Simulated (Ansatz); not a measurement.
**SiW₂: from a guess to a relaxed structure**

These are results of DFT PBE, scalar-relativistic, plane waves, PAW (Ansatz), not measurements. Cutoff 420 eV, Gaussian smearing, Γ-centred meshes. Cell and atoms relax first on a coarse mesh and then on a finer one. In between, the cell is made exact in the group found at 0.06 Å. In metals the finer mesh still leaves noise of several meV/atom or more. The steps can't lower the symmetry of their start. No spin polarisation.

Recipe of this trial structure of SiW₂: random cell by space group and Wyckoff sites (P4/mmm, No. 123). Its size is a rough estimate.

```yaml
crystal:
  lattice:
    - [3.31415, 0.00000, 0.00000]
    - [0.00000, 3.31415, 0.00000]
    - [0.00000, 0.00000, 5.26184]
  atoms:
    - { symbol: Si, position: [0.00000, 0.00000, 0.50000] }
    - { symbol: W, position: [0.50000, 0.50000, 0.27862] }
    - { symbol: W, position: [0.50000, 0.50000, 0.72138] }
```

Formation energies are uncorrected and refer to the elements' standard structures at the same level.

**Question.** Describe the relaxed structure.

**Answer.** The symmetry stays P4/mmm (No. 123). The volume per atom shrinks by 14.9 %, from 19.3 to 16.4 Å³. The shortest distance goes from 2.33 Å (W–W) to 2.49 Å (W–W). The ratio c/a of the conventional cell changes by a factor of 1.15. The energy falls by about 0.29 eV/atom (the start's value is from the coarse mesh). Conventional cell: a = 2.996 Å, c = 5.479 Å. Around Si lie 8 W at 2.59 Å and 4 Si at 3.00 Å; W has 1 W at 2.49 Å, 4 Si at 2.59 Å and 5 W at 2.99–3.00 Å.

```cif
data_structure
_symmetry_space_group_name_H-M 'P4/mmm'
_symmetry_Int_Tables_number 123
_cell_length_a 2.9957
_cell_length_b 2.9957
_cell_length_c 5.4789
_cell_angle_alpha 90.000
_cell_angle_beta 90.000
_cell_angle_gamma 90.000
_cell_volume 49.17
loop_
_atom_site_label
_atom_site_type_symbol
_atom_site_symmetry_multiplicity
_atom_site_Wyckoff_symbol
_atom_site_fract_x
_atom_site_fract_y
_atom_site_fract_z
_atom_site_occupancy
Si1 Si 1 b 0.00000 0.00000 0.50000 1
W1 W 2 h 0.50000 0.50000 0.22755 1
```

**Question.** How does it come out in energy, and is it a metal?

**Answer.** The energy over the elements is +0.69 eV/atom and the gap on the 16×16×10 mesh of the 3-atom cell is 0 eV (a metal).

It can't be a ground state, since the elements alone are lower.

The last run used Gaussian smearing of 0.10 eV. These runs have no spin–orbit coupling, which can matter for W. A later test with randomly moved atoms led to a structure 630 meV/atom lower, so this end is a saddle point or a shallow minimum.
